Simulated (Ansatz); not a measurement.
**Two structures of Ti₂O under several functionals**

Plane-wave DFT in Ansatz with scalar-relativistic PAW potentials (420 eV, r2SCAN 500 eV). Each structure was relaxed within its symmetry at each level.
A. P2/m, 9 atoms in the computed cell, a = 4.595 Å, b = 2.920 Å, c = 8.132 Å, β = 92.0°; sites (symmetry × multiplicity) Ti m × 2 + m × 2 + m × 2, O 2/m × 1 + m × 2
B. P-3m1, 3 atoms in the computed cell, a = 2.953 Å, c = 4.724 Å; sites (symmetry × multiplicity) Ti 3m. × 2, O -3m. × 1
(cells at PBEsol)

Task: Does the choice of functional change which is lower?

Result:
```tsv
level	E(B) − E(A) (meV/atom)	V(A) (Å³/atom)	V(B) (Å³/atom)
PBEsol	-42	12.12	11.89
r2SCAN	-58	12.45	12.10
```

No: at every level B is lower; the difference varies by 15 meV/atom between levels.

Spin polarisation was left out, and a magnetic state may lie lower.